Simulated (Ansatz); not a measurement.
Ta$_{5}$Ge$_{3}$ in space group I4/mcm (No. 140; Ta on 16k, Ta on 4b, Ge on 8h, Ge on 4a), plane-wave PAW r²SCAN (Ansatz code), all energies at zero smearing, with the estimated change up to a 700 eV cutoff added, with one set of potentials and settings (totals compare only within such a set). Cell of 16 atoms (10 Ta, 6 Ge): -125267.023 eV.

| element | reference phase | E (eV/atom) |
|---|---|---|
| Ta | Im-3m, 1 atoms in the cell | -9944.3222 |
| Ge | Fd-3m, 2 atoms in the cell | -4302.9041 |

Formation energy per atom, worked out: (-125267.023 − 10×(-9944.3222) − 6×(-4302.9041))/16 = -0.399 eV/atom (-38 kJ per mol of atoms), at 0 K, without zero-point energy or fitted corrections.

The workflow started from a Materials Project entry (that database holds measured and hypothetical structures alike); the Crystallography Open Database copy checked does not list it. Whether it is the stable phase at ambient conditions was not checked. Symmetry was held in the r²SCAN relaxation; whether a distortion lowers the energy is not shown. No spin polarisation was allowed. The references are the lowest solids computed at this level, not always the standard phases. Scalar-relativistic: spin–orbit coupling is off unless named, which matters more the heavier the elements.

Potentials: the later of the program's two PAW sets.
